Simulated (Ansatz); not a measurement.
Starting cell, CsPbBr$_{3}$ (cubic perovskite):

```
CELL_PARAMETERS angstrom
      6.00278     0.00000     0.00000
      0.00000     6.00278     0.00000
      0.00000     0.00000     6.00278
ATOMIC_POSITIONS crystal
  Cs 0.00000 0.00000 0.00000
  Pb 0.50000 0.50000 0.50000
  Br 0.00000 0.50000 0.50000
  Br 0.50000 0.50000 0.00000
  Br 0.50000 0.00000 0.50000
```

In each cell atom 1 (Cs, nearest neighbour Br at 4.245 Å; its periodic images, 6.0 Å or more away, move with it) moves by s·(0.707, 0.707, 0.000) (along Cartesian [110]), the rest being held.

Method: PBE (plane waves to 420 eV, PAW, scalar-relativistic; Ansatz, a first-principles code). k mesh 5×5×5 (Γ-centred), Fermi-Dirac smearing 0.05 eV. E stands for the smeared free energy. CsPbBr3 was relaxed with its symmetry unable to fall. Spin-orbit coupling is left out, though Pb is heavy. This is a high-temperature form of CsPbBr3. The zero of ΔE is the undisplaced structure.

Give the computed ΔE (meV/cell) at s (Å) = -1.270, -1.016, -0.762, -0.508, -0.254, 0.762.


| s (Å) | ΔE (meV/cell) |
|---|---|
| -1.270 | 489 |
| -1.016 | 177 |
| -0.762 | 53 |
| -0.508 | 11 |
| -0.254 | 1 |
| 0.762 | 53 |

(A displaced cell: forces are minus the slopes of the energy, force constants its curvatures, and phonons follow from these.)
